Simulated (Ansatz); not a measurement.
## Rb2MgCl4, first-principles data

Rb2MgCl4:
```cif
data_Cl8Mg2Rb4
_chemical_formula_sum 'Rb4 Mg2 Cl8'
_space_group_name_H-M_alt 'I4/mmm'
_space_group_IT_number 139
_space_group_name_Hall '-I 4 2'
_cell_length_a 4.99380
_cell_length_b 4.99380
_cell_length_c 16.22192
_cell_angle_alpha 90.000
_cell_angle_beta 90.000
_cell_angle_gamma 90.000
loop_
_atom_site_label
_atom_site_type_symbol
_atom_site_symmetry_multiplicity
_atom_site_Wyckoff_symbol
_atom_site_fract_x
_atom_site_fract_y
_atom_site_fract_z
_atom_site_occupancy
Rb1 Rb 4 e 0.00000 0.00000 0.35716 1
Mg1 Mg 2 a 0.00000 0.00000 0.00000 1
Cl1 Cl 4 e 0.00000 0.00000 0.15476 1
Cl2 Cl 4 c 0.00000 0.50000 0.00000 1
```
(The calculation used a cell of 7 atoms; values per cell refer to that cell.)

Space group I4/mmm (No. 139); conventional cell a = b = 4.9938 Å, c = 16.2219 Å, α = β = γ = 90.00°.

Method: the program Ansatz at the r²SCAN level (PAW). Structure relaxed to zero pressure with the same functional. Other levels are named where they apply.

**Cell and energy**

Volume per atom: 28.90 Å³
Density: 2.77 g/cm³
Formation energy from the elements (no fitted shifts): -2.18 eV/atom

**Electronic structure**

- Band gap = 5.65 eV (indirect)
- Valence-band maximum = at X
- Conduction-band minimum = at Γ
- Smallest direct gap on the standard path = 5.87 eV
- Electron effective mass = 0.40, 0.40, 0.43 mₑ (principal values)
- Electron effective mass with spin–orbit coupling = 0.40, 0.40, 0.43 mₑ (principal values)
- Hole effective mass = 1.6, 2.5, 5.9 mₑ (principal values)
- Hole effective mass with spin–orbit coupling = 1.7, 2.4, 4.6 mₑ (principal values)
- HSE06 gap on the r²SCAN cell = 6.24 eV
- Gap with spin–orbit coupling = 5.64 eV

**Mechanics**

Bulk modulus (Birch–Murnaghan fit): 23.1 GPa
Pressure derivative B′: 6.0

**Charges**

- Bader charges: Rb +0.88, Mg +1.75, Cl -0.88 to -0.87 e

The first step of the workflow began from a Materials Project structure, measured or hypothetical; the Crystallography Open Database copy checked does not list it. Its standing as an ambient phase is unchecked. The cell was relaxed with r²SCAN under the symmetry of its start; whether a distortion lowers the energy is not shown. The references are the lowest solids computed at this level, not always the standard phases (solids in place of the gases). Scalar-relativistic: spin–orbit coupling is off unless named, which matters more the heavier the elements.

Potentials: the later of the program's two PAW sets.
